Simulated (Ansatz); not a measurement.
## YZn (Fm-3m), a sublattice moved along a line

Method: DFT PBEsol, scalar-relativistic, plane waves, PAW in Ansatz 0.2.0. The runs took a 420 eV cutoff, a Γ-centred 14×14×14 mesh and Gaussian smearing (0.15 eV). No spin polarisation. Energies are free energies at this smearing, counted from the undisturbed cell; pressure is positive in compression.

The starting cell (as given, not relaxed at this level; it stands at -2.6 GPa, and it needn't be the usual structure):

```
CELL_PARAMETERS angstrom
0.00000 2.96299 2.96299
2.96299 0.00000 2.96299
2.96299 2.96299 0.00000
ATOMIC_POSITIONS crystal
Y 0.00000 0.00000 0.00000
Zn 0.50000 0.50000 0.50000
```

Every Zn atom is moved by x along the Cartesian unit vector (0.000, 0.000, 1.000); the cell and all other atoms stay fixed. The cell is metallic on the mesh throughout.

```
  x (Å)  ΔE (meV/cell) force along x on the moved atoms (eV/Å) pressure (GPa)
-0.1000           14.7                                     0.30            -2.5
-0.0500            3.6                                     0.15            -2.5
 0.0000            0.0                                     0.00            -2.6
 0.0250            0.9                                        ?               ?
 0.0625              ?                                        ?            -2.5
 0.0750            8.2                                    -0.22            -2.5
 0.0875           11.2                                    -0.26            -2.5
```

By symmetry 0.1000 repeats -0.1000, -0.0750 repeats 0.0750, 0.0500 repeats -0.0500, -0.0250 repeats 0.0250 in energy; the slope of the energy along the path changes sign there.

(1) Give the withheld values.

Results:

(1) force along x on the moved atoms (eV/Å) at x (Å) = 0.0250: -0.07; pressure (GPa) at x (Å) = 0.0250: -2.6; ΔE (meV/cell) at x (Å) = 0.0625: 5.7; force along x on the moved atoms (eV/Å) at x (Å) = 0.0625: -0.18.